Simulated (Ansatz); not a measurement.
**Y2C: vacancy hop by nudged elastic band (Ansatz)**

Input:

```yaml
crystal:
  lattice:
    - [3.68333817, 2.12657628, 12.16927716]
    - [-3.68333817, 2.12657628, 12.16927716]
    - [0.0, -4.25315257, 12.16927716]
  atoms:
    - { symbol: C, position: [-0.00432537, -0.00015829, 0.0031602] }
    - { symbol: "Y", position: [0.12745407, 0.12792515, 0.1315938] }
    - { symbol: "Y", position: [0.36939221, 0.37006659, 0.37257679] }
    - { symbol: C, position: [0.00118086, 0.00196004, 0.49907453] }
    - { symbol: "Y", position: [0.12941113, 0.12803149, 0.62836993] }
    - { symbol: "Y", position: [0.37514069, 0.36935594, 0.86784456] }
    - { symbol: "Y", position: [0.1303851, 0.63515115, 0.1229694] }
    - { symbol: "Y", position: [0.37172093, 0.87405802, 0.36907175] }
    - { symbol: C, position: [0.00377058, 0.49954547, 0.49981176] }
    - { symbol: "Y", position: [0.13315994, 0.63395565, 0.62216565] }
    - { symbol: "Y", position: [0.36940115, 0.87558056, 0.865685] }
    - { symbol: C, position: [0.49533234, -0.00057455, 0.00762354] }
    - { symbol: "Y", position: [0.62448109, 0.12802594, 0.13509215] }
    - { symbol: "Y", position: [0.86857373, 0.37330249, 0.37003288] }
    - { symbol: C, position: [0.50459958, -3.61e-05, 0.49498935] }
    - { symbol: "Y", position: [0.63257774, 0.12570743, 0.63132201] }
    - { symbol: "Y", position: [0.8712152, 0.36698921, 0.87201737] }
    - { symbol: C, position: [0.50305774, 0.50154338, -0.00268844] }
    - { symbol: "Y", position: [0.63514982, 0.62746832, 0.12491449] }
    - { symbol: "Y", position: [0.87370769, 0.87245438, 0.36635594] }
    - { symbol: C, position: [0.50020264, 0.49368395, 0.50416436] }
    - { symbol: "Y", position: [0.62339192, 0.63442606, 0.63272373] }
    - { symbol: "Y", position: [0.86898484, 0.87193904, 0.87182394] }
kpoints:
  mp_grid: { grid: [2, 2, 2] }
magnetization:
  spin_polarized: false
scf:
  occupations: { method: fermi_dirac, width: 0.05 }
hamiltonian:
  pseudopotentials: { kind: paw }
  xc: pbesol
basis:
  ecutwfc: 420
neb:
  images: 3
  relax_end_points: true
  climbing: true
  f_tol: 0.05
  max_iterations: 40
  order_check: false
  final_atoms:
    - { symbol: C, position: [-0.00432537, -0.00015829, 0.0031602] }
    - { symbol: "Y", position: [0.12745407, 0.12792515, 0.1315938] }
    - { symbol: "Y", position: [0.36939221, 0.37006659, 0.37257679] }
    - { symbol: C, position: [-0.00026887, -0.49912319, 0.99715573] }
    - { symbol: "Y", position: [0.12941113, 0.12803149, 0.62836993] }
    - { symbol: "Y", position: [0.37514069, 0.36935594, 0.86784456] }
    - { symbol: "Y", position: [0.1303851, 0.63515115, 0.1229694] }
    - { symbol: "Y", position: [0.37172093, 0.87405802, 0.36907175] }
    - { symbol: C, position: [0.00377058, 0.49954547, 0.49981176] }
    - { symbol: "Y", position: [0.13315994, 0.63395565, 0.62216565] }
    - { symbol: "Y", position: [0.36940115, 0.87558056, 0.865685] }
    - { symbol: C, position: [0.49533234, -0.00057455, 0.00762354] }
    - { symbol: "Y", position: [0.62448109, 0.12802594, 0.13509215] }
    - { symbol: "Y", position: [0.86857373, 0.37330249, 0.37003288] }
    - { symbol: C, position: [0.50459958, -3.61e-05, 0.49498935] }
    - { symbol: "Y", position: [0.63257774, 0.12570743, 0.63132201] }
    - { symbol: "Y", position: [0.8712152, 0.36698921, 0.87201737] }
    - { symbol: C, position: [0.50305774, 0.50154338, -0.00268844] }
    - { symbol: "Y", position: [0.63514982, 0.62746832, 0.12491449] }
    - { symbol: "Y", position: [0.87370769, 0.87245438, 0.36635594] }
    - { symbol: C, position: [0.50020264, 0.49368395, 0.50416436] }
    - { symbol: "Y", position: [0.62339192, 0.63442606, 0.63272373] }
    - { symbol: "Y", position: [0.86898484, 0.87193904, 0.87182394] }
```

Run with:

```bash
ansatz run input.yaml --threads 4 --pin off --max-ram 8192MiB --backend cpu --events-out ev --progress --plain --runs-dir out
```

Origin of the cell: a database entry, scaled a little.

The cell is 2×2×2 cells of Y2C with one C taken out; atom 4 (C) hops into the empty site, 3.68 Å away before the end points are relaxed. All atoms were shaken by about 0.02 Å first.

Output (shortened):

```
Warning: neb: disabling space-group detection — the band's intermediate images generally break the endpoint symmetry, so no spatial operation reduces the k-mesh or symmetrises the density, ex […]
basis.fft_grid_basis auto: the FFT boxes are laid along the combinations [[1, 0, -1], [0, 1, -1], [0, 0, 1]] of the cell's own vectors, 7.367, 7.367 and 12.891 Å long. The dense box has 50×50×90 points. […]
Pseudopotentials: kind: paw
Pseudopotential: C, paw, valence charge 4, recommended cutoff 420 eV (normal), C.paw.azcp
Pseudopotential: Y, paw, valence charge 11, recommended cutoff 420 eV (normal), Y.paw.azcp
Functional definition: PBEsol
  exchange = pbesol_x
  correlation = pbesol_c
parallel-image band execution: 3 concurrent image workers
NEB image 0
Crystal: 23 atoms, lattice volume = 571.924 Å³
Basis set: ecut = 420 eV, 11231 PW (Γ), FFT grids on a1−a3, a2−a3, a3, exchange–correlation on 100×100×180 points (8 copies of the dense FFT grid, shifted against one another)
Bands: 125, of which v1, the nominal top of the filled ones, is band 102 counted from 1 (101 counted from 0)
Symmetry: 1 space group operations
[… 7 lines left out …]
Initial density: superposition of atomic densities (neutral atoms: chi_scale 0, normalization atom), corrected by the library's trained network
Functional: x = pbesol(κ = 0.804, μ = 0.123457), c = pbesol(β = 0.046)
SCF iter   1: F=—  HF=-62453.966978 eV  Δρ=8.17e-3  dr2=1.70e0  defer=1
SCF iter   2: F=—  HF=-62453.757826 eV  Δρ=2.45e-3  dr2=7.25e-2  defer=7
SCF iter   3: F=—  HF=-62453.749193 eV  Δρ=1.29e-3  dr2=1.84e-2  defer=24
[… 4 lines left out …]
SCF iter   8: F=—  HF=-62453.745717 eV  Δρ=1.36e-5  dr2=4.14e-6  defer=24
SCF iter   9: F=—  HF=-62453.745717 eV  Δρ=3.57e-6  dr2=1.85e-7  defer=24
SCF iter  10: F=-62453.745717 eV  HF=-62453.745717 eV  Δρ=1.31e-6  dr2=2.54e-8
NEB iter   1: max|band force component| = 8.266e0 eV/Å  barrier→ = 6.8025 eV  barrier← = 6.8025 eV  Δτ_max = 0.2000 Å  (50 SCF iters)
NEB iter   2: max|band force component| = 3.937e0 eV/Å  barrier→ = 3.6737 eV  barrier← = 3.6737 eV  Δτ_max = 0.1959 Å  (27 SCF iters)
NEB iter   3: max|band force component| = 1.057e0 eV/Å  barrier→ = 2.4898 eV  barrier← = 2.4898 eV  Δτ_max = 0.1617 Å  (28 SCF iters)
NEB iter   4: max|band force component| = 8.116e-1 eV/Å  barrier→ = 1.9088 eV  barrier← = 1.9088 eV  Δτ_max = 0.1318 Å  (25 SCF iters)
NEB iter   5: max|band force component| = 4.600e-1 eV/Å  barrier→ = 1.7185 eV  barrier← = 1.7185 eV  CI = image 2  Δτ_max = 0.0718 Å  (24 SCF iters)
NEB iter   6: max|band force component| = 2.973e-1 eV/Å  barrier→ = 1.6778 eV  barrier← = 1.6778 eV  CI = image 2  Δτ_max = 0.0719 Å  (24 SCF iters)
NEB iter   7: max|band force component| = 1.056e-1 eV/Å  barrier→ = 1.6629 eV  barrier← = 1.6629 eV  CI = image 2  Δτ_max = 0.2000 Å  (24 SCF iters)
NEB iter   8: max|band force component| = 1.306e0 eV/Å  barrier→ = 2.0567 eV  barrier← = 2.0567 eV  CI = image 2  Δτ_max = 0.1004 Å  (28 SCF iters)
NEB iter   9: max|band force component| = 8.055e-1 eV/Å  barrier→ = 1.7516 eV  barrier← = 1.7516 eV  CI = image 2  Δτ_max = 0.1085 Å  (27 SCF iters)
NEB iter  10: max|band force component| = 3.431e-1 eV/Å  barrier→ = 1.6509 eV  barrier← = 1.6509 eV  CI = image 2  Δτ_max = 0.0360 Å  (27 SCF iters)
NEB iter  11: max|band force component| = 1.620e-1 eV/Å  barrier→ = 1.6494 eV  barrier← = 1.6494 eV  CI = image 2  Δτ_max = 0.0446 Å  (22 SCF iters)
NEB iter  12: max|band force component| = 1.179e-1 eV/Å  barrier→ = 1.6493 eV  barrier← = 1.6493 eV  CI = image 2  Δτ_max = 0.1228 Å  (20 SCF iters)
NEB iter  13: max|band force component| = 4.692e-1 eV/Å  barrier→ = 1.6493 eV  barrier← = 1.6493 eV  CI = image 2  Δτ_max = 0.0624 Å  (22 SCF iters)
NEB iter  14: max|band force component| = 2.773e-1 eV/Å  barrier→ = 1.6493 eV  barrier← = 1.6493 eV  CI = image 2  Δτ_max = 0.0311 Å  (21 SCF iters)
NEB iter  15: max|band force component| = 1.006e-1 eV/Å  barrier→ = 1.6493 eV  barrier← = 1.6493 eV  CI = image 2  Δτ_max = 0.0281 Å  (19 SCF iters)
NEB iter  16: max|band force component| = 5.299e-2 eV/Å  barrier→ = 1.6493 eV  barrier← = 1.6493 eV  CI = image 2  Δτ_max = 0.0133 Å  (20 SCF iters)
NEB iter  17: max|band force component| = 5.950e-2 eV/Å  barrier→ = 1.6493 eV  barrier← = 1.6493 eV  CI = image 2  Δτ_max = 0.0067 Å  (17 SCF iters)
NEB iter  18: max|band force component| = 2.371e-2 eV/Å  barrier→ = 1.6493 eV  barrier← = 1.6493 eV  CI = image 2  Δτ_max = 0.0000 Å  (15 SCF iters)
--- NEB band (5 images, 18 band iterations, 440 SCF iterations, 57 more in tests of the images' electronic states and relaxations of end points) ---
  forward barrier  = 1.649275 eV
  backward barrier = 1.649275 eV
  lagrangian_above_aufbau_ev (what the smearing adds, to first order; not taken off the barriers): saddle image -0.084167 eV, end points -0.120010 and -0.119975 eV
  climbing image's point = of an order that was not read
  energies are F+E_penalty+E_count in eV, relative to image 0
  image     s (Å)  Δ vs image 0  max|band force component| (eV/Å)
      0    0.0000      0.000000                                 —
      1    1.1883      1.003367                          2.307e-2
  *   2    2.3765      1.649275                          1.631e-3
      3    3.5646      1.003657                          2.371e-2
      4    4.7526      0.000000                                 —
```

The converged band:

| image | path over all atoms (Å) | ΔF (eV) | C x | y | z (Å) |
| --- | --- | --- | --- | --- | --- |
| 0 | 0.00 | 0.000 | 0.00 | -2.12 | 6.09 |
| 1 | 1.19 | 1.003 | 0.42 | -2.85 | 6.09 |
| 2 | 2.38 | 1.649 | 0.92 | -3.72 | 6.09 |
| 3 | 3.56 | 1.004 | 1.42 | -4.58 | 6.09 |
| 4 | 4.75 | 0.000 | 1.84 | -5.31 | 6.09 |

Highest image (2), forces in eV/Å:

```xyz
23
Lattice="3.683 2.127 12.169 -3.683 2.127 12.169 0.000 -4.253 12.169" Properties=species:S:1:pos:R:3:forces:R:3 pbc="T T T" image=2
C     0.000    0.004    0.019    0.000    0.000    0.000
Y     0.333    0.196    4.426    0.001    0.000    0.000
Y     0.027    0.019   13.477    0.000    0.000    0.000
C     0.920   -3.718    6.088    0.000    0.000    0.000
Y     0.000   -2.123   10.863    0.000    0.000    0.000
Y    -0.361   -2.172   19.304    0.000   -0.001    0.000
Y    -1.842    1.067   10.863    0.000    0.000    0.000
Y    -2.065    0.779   19.304   -0.001    0.000    0.000
C    -1.843   -1.060   12.158    0.000    0.000    0.000
Y    -1.415   -0.813   16.540    0.001    0.000   -0.001
Y    -1.819   -1.046   25.667    0.000    0.000    0.000
C     1.738    1.007    6.084   -0.001   -0.001    0.000
Y     1.814    1.051   10.868    0.000    0.000    0.000
Y     1.508    0.874   19.919   -0.001    0.000    0.000
C     1.839   -1.056   12.173    0.000   -0.001    0.000
Y     2.202   -1.011   17.211    0.000    0.000    0.000
Y     1.841   -1.060   25.652    0.000    0.000    0.000
C     0.002    2.126   12.173    0.000    0.000    0.000
Y     0.222    2.418   17.211    0.001    0.000    0.000
Y     0.000    2.130   25.652    0.000    0.000    0.000
C     0.102    0.063   18.262    0.002    0.001    0.000
Y    -0.024   -0.010   23.018    0.000    0.000    0.000
Y    -0.427   -0.243   32.145   -0.001   -0.001    0.000
```

Barrier of this path: 1.65 eV forwards, 1.65 eV backwards, after 18 band iterations.

Caveats: the k mesh is coarse if the cell is a metal; a small cell with a neutral vacancy and no spin, whose shape can make like sites unlike; the cell is held at a rescaled volume, and strain moves barriers; the hop was drawn among near neighbours and need not be the easiest path; few images and a loose tolerance, and neither the top nor the ends were tested for their order.

The run took 13 min on 4 threads of Arm Neoverse V1, with other jobs on the host, peak memory 3 GiB, from the program's own first density.
